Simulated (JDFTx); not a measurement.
An input for JDFTx (a modified build) (hydrogen selenide, H2Se (SMILES [SeH2]), charge 0, multiplicity 1; bohr, hartree):

```
lattice \
  13.7005144035 0.0000000000 0.0000000000 \
  0.0000000000 11.8107882789 0.0000000000 \
  0.0000000000 0.0000000000 9.4486306231
coords-type Cartesian
ion Se -0.0000026712 -0.9490007431 0.0000000000 0
ion H 1.9433991997 0.9489990039 -0.0000000000 0
ion H -1.9433991997 0.9490007431 -0.0000000000 0
ion-species pseudo/se_pbe_v1.upf
ion-species pseudo/h_pbe_v1.4.upf
elec-cutoff 20 100
elec-ex-corr gga-PBE
symmetries none
coulomb-interaction Isolated
coulomb-truncation-embed 0 0 0
elec-n-bands 4
electronic-minimize nIterations 150 energyDiffThreshold 1e-7
dump-name s0.$VAR
dump End State Ecomponents EigStats BandEigs Forces ElecDensity IonicPositions
```

Task: What happens when this is run, and what should be changed?

Result: It stops during set-up with
```
Atom 1 lies within the margin of 5 bohrs from the truncation boundary.
Expand unit cell, or if absolutely sure, reduce coulomb-truncation-ion-margin.
Failed.
```
The box is too small for the truncated Coulomb interaction: enlarge the cell, or lower coulomb-truncation-ion-margin if the density is known to be confined.
